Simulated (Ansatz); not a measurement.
TiTeS:
```yaml
crystal:
  lattice:
    - [3.47866, 0.00000, 0.00000]
    - [-1.73933, 3.01260, 0.00000]
    - [0.00000, 0.00000, 6.07949]
  atoms:
    - { symbol: Ti, position: [0.33333, 0.66667, 0.03419] }
    - { symbol: Te, position: [0.00000, 0.00000, 0.72559] }
    - { symbol: S, position: [0.66667, 0.33333, 0.24022] }
```

Relaxed with LDA.

**Question.** List the phonon frequencies at the special points (DFPT on a 3×3×2 q-mesh, Fourier-interpolated; the program Ansatz at the LDA level (PAW)).

**Answer.** In cm⁻¹; no LO–TO term at Γ, as the run had none.

```
q                          frequencies
-  -----------------------------------
Γ        0 0 0 129 129 215 277 277 364
M  101 105 130 152 194 208 264 305 344
K  103 113 126 190 190 204 304 304 330
A     31 31 56 127 127 207 278 278 362
L   97 100 129 152 196 209 267 303 342
H  101 117 127 188 192 205 300 304 325
```

Space group P3m1. The first step of the workflow began from a Materials Project structure, measured or hypothetical; the Crystallography Open Database copy checked does not list it. Whether it is the stable phase at ambient conditions was not checked. The cell was relaxed with LDA under the symmetry of its start; its stability against distortions is not shown here. No spin polarisation was allowed. A crystal of weakly bound layers computed without a dispersion correction: the cell and the soft elastic constants depend strongly on that. As this level gives no gap, phonon frequencies hold no LO–TO term and depend on the k-mesh and smearing (Fermi–Dirac, 0.1 eV here). Spin–orbit coupling is left out wherever it is not named.

Potentials: the later of the program's two PAW sets.
